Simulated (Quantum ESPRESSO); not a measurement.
## Solid-state NMR card for Cs₂AgBiBr₆

```xyz
10
Lattice="0.0000 5.7441 5.7441 5.7441 0.0000 5.7441 5.7441 5.7441 0.0000" Properties=species:S:1:pos:R:3 pbc="T T T"
Cs     8.6162     8.6162     8.6162
Cs     2.8721     2.8721     2.8721
Ag     5.7441     5.7441     5.7441
Bi     0.0000     0.0000     0.0000
Br     2.8814     5.7441     5.7441
Br     8.6069     5.7441     5.7441
Br     5.7441     2.8814     5.7441
Br     5.7441     8.6069     5.7441
Br     5.7441     5.7441     2.8814
Br     5.7441     5.7441     8.6069
```
Geometry: a computed entry of the Materials Project; it was not checked against measured cells. It is Cs2AgBiBr6 in Fm-3m; whether this form has been observed was not checked. Stability against distortions was not tested. The run has no spin polarisation.

Computed: shieldings by GIPAW with PBE in a modified build of Quantum ESPRESSO, on JTH PAW datasets, 20 Ha, k-mesh 4×4×4 shifted, f-sum rule met within 0.002 %.

| site | site symmetry | σ_iso (ppm) | span Ω (ppm) |
|---|---|---|---|
| Cs (atoms 1, 2) | -43m | 5677 | 0 |
| Ag (atom 3) | m-3m | 3359 | 0 |
| Bi (atom 4) | m-3m | – | – |
| Br (atoms 5, 6, 7, 8, 9, 10) | 4mm | 2315 | 279 |

Shieldings of H and of elements past Ba are not listed.

Ω = σ33 − σ11 of the symmetric part; where symmetry doesn't make it nil, it is less certain than σ_iso.

Shieldings are absolute and leave out the bulk-susceptibility term; a larger σ means a smaller chemical shift. By our sweeps, such settings leave a few ppm in absolute σ on light atoms and up to some 20 ppm from Zn on. Spin–orbit coupling is left out; its weight grows with the heaviest atom, Bi here. No d partial waves on Br: the paramagnetic term there is incompletely reconstructed.
